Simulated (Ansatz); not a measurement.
# Ca: electron density at the nuclei under pressure

```yaml
crystal:
  lattice:
    - [0.00000, 2.79420, 2.79420]
    - [2.79420, 0.00000, 2.79420]
    - [2.79420, 2.79420, 0.00000]
  atoms:
    - { symbol: Ca, position: [0.00000, 0.00000, 0.00000] }
```

The cell is a measured one (Crystallography Open Database entry 9011033); the temperature and pressure of the measurement aren't taken into account, and nothing was relaxed.

Theory: Ansatz 0.2.0, DFT, PBEsol, all-electron PAW with datasets made for the crystal, scalar-relativistic.

Numerical set-up: a Γ-centred 11×11×11 k mesh, Fermi–Dirac smearing of 0.05 eV, cutoff 200 eV (chosen by the program for this cell), no spin polarisation.

The contact density is the mean electron density over the nuclear volume; its changes follow the s electrons' response to bonding and compression. Changes below are taken from the unscaled cell, where it is 41189.5 e/Å³ at Ca.

```csv
V/V(cell),P (GPa),Δρ(0) Ca (e/Å³)
0.9400,-0.2,0.31
0.9600,-0.5,0.20
0.9800,-0.9,?
0.9900,-1.0,?
1.0000,-1.2,0.00
1.0100,-1.3,?
1.0200,-1.4,-0.09
1.0400,-1.7,-0.16
1.0600,-1.9,-0.24
```

(1) Give the missing entry: row "0.9800", column "Δρ(0) Ca (e/Å³)".

(2) What belongs in the row "1.0100", column "Δρ(0) Ca (e/Å³)"?

(3) Fill in "Δρ(0) Ca (e/Å³)" for the row "0.9900".

The datasets are made afresh for each cell, so very small changes are uncertain.

Results:

(1) 0.09.

(2) -0.04.

(3) 0.05.
